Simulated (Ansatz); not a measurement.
BaTiO$_{3}$:
```cif
data_BaO3Ti
_chemical_formula_sum 'Ba1 Ti1 O3'
_space_group_name_H-M_alt 'P4mm'
_space_group_IT_number 99
_space_group_name_Hall 'P 4 -2'
_cell_length_a 3.97290
_cell_length_b 3.97290
_cell_length_c 4.11206
_cell_angle_alpha 90.000
_cell_angle_beta 90.000
_cell_angle_gamma 90.000
loop_
_atom_site_label
_atom_site_type_symbol
_atom_site_symmetry_multiplicity
_atom_site_Wyckoff_symbol
_atom_site_fract_x
_atom_site_fract_y
_atom_site_fract_z
_atom_site_occupancy
Ba1 Ba 1 b 0.50000 0.50000 0.58499 1
Ti1 Ti 1 a 0.00000 0.00000 0.10305 1
O1 O 2 c 0.00000 0.50000 0.06294 1
O2 O 1 a 0.00000 0.00000 0.54607 1
```

Relaxed with plane-wave PAW r²SCAN (Ansatz code). Indices refer to the conventional cell of P4mm, a = b = 3.9729 Å, c = 4.1121 Å, α = β = γ = 90.00°.

### Question
Simulate the powder diffraction pattern (Cu Kα1, λ = 1.54056 Å; lines above 1 %) up to 2θ = 90°.

### Answer
Simulated powder pattern, Cu Kα1, λ = 1.54056 Å (kinematic, ideal powder, no thermal factors, no anomalous dispersion; the 30 strongest lines at most, above 1 %, up to 2θ = 90°):

| 2θ (°) | d (Å) | I/Imax (%) | hkl |
|---|---|---|---|
| 21.59 | 4.112 | 9.9 | (001) |
| 22.36 | 3.973 | 18 | (100) |
| 31.28 | 2.857 | 100 | (101) |
| 31.83 | 2.809 | 47 | (110) |
| 38.79 | 2.320 | 37 | (111) |
| 44.00 | 2.056 | 18 | (002) |
| 45.63 | 1.986 | 33 | (200) |
| 49.90 | 1.826 | 5.5 | (102) |
| 51.02 | 1.789 | 4.9 | (201) |
| 51.38 | 1.777 | 4.7 | (210) |
| 55.33 | 1.659 | 19 | (112) |
| 56.36 | 1.631 | 37 | (211) |
| 65.26 | 1.429 | 20 | (202) |
| 66.51 | 1.405 | 9.6 | (220) |
| 69.92 | 1.344 | 4.6 | (212) |
| 70.83 | 1.329 | 2.1 | (221) |
| 71.13 | 1.324 | 1.0 | (300) |
| 72.95 | 1.296 | 8.8 | (103) |
| 75.33 | 1.261 | 7.8 | (301) |
| 75.63 | 1.256 | 7.7 | (310) |
| 77.41 | 1.232 | 4.4 | (113) |
| 79.75 | 1.202 | 7.9 | (311) |
| 83.23 | 1.160 | 9.6 | (222) |
| 86.12 | 1.128 | 1.4 | (203) |
| 87.56 | 1.113 | 1.4 | (302) |
| 88.70 | 1.102 | 1.3 | (320) |

The r²SCAN relaxation kept the symmetry of its start. At this level the phase is dynamically unstable (imaginary phonons). The run is not spin-polarised. Spin–orbit coupling is left out wherever it is not named.

Potentials: the earlier of the program's two PAW sets.
